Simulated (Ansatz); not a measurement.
Zr₂Cu:
Space group I4/mmm (No. 139); a = b = 3.188 Å, c = 11.041 Å, α = β = γ = 90.00°

```tsv
atom	site	symmetry	x	y	z
Cu	2a	4/mmm	0.0000	0.0000	0.0000
Zr	4e	4mm	0.0000	0.0000	0.3465
```
(The calculation used a cell of 3 atoms; values per cell refer to that cell.)

Relaxed with PBEsol.

Question: Tabulate the valence density and the electron localisation function along the shortest Cu–Zr contact (2.82 Å), PBEsol in the plane-wave PAW code Ansatz.

Answer: 

```csv
distance from Cu (Å),density (e/Å³),ELF
0.28,32.56,0.74
0.42,13.92,0.47
0.56,5.17,0.28
0.71,1.94,0.21
0.85,0.79,0.19
0.99,0.41,0.21
1.13,0.30,0.25
1.27,0.24,0.27
1.41,0.23,0.21
1.55,0.25,0.15
1.69,0.35,0.18
1.83,0.62,0.37
1.97,1.23,0.65
2.12,2.23,0.79
2.26,3.39,0.81
2.40,4.11,0.70
2.54,3.93,0.39
```

The density is the valence pseudo-density with augmentation charge, so density and ELF within about 1 Å of a nucleus are not all-electron values.

The workflow started from an entry of the Crystallography Open Database (COD), which files this formula under 2 space groups. Whether it is the stable phase at ambient conditions was not checked. The PBEsol relaxation kept the symmetry of its start; its stability against distortions is not shown here. The run is not spin-polarised. Axis ratios of metals converge slowly with the k-mesh, so a and c are less sure than the volume.

Potentials: the later of the program's two PAW sets.
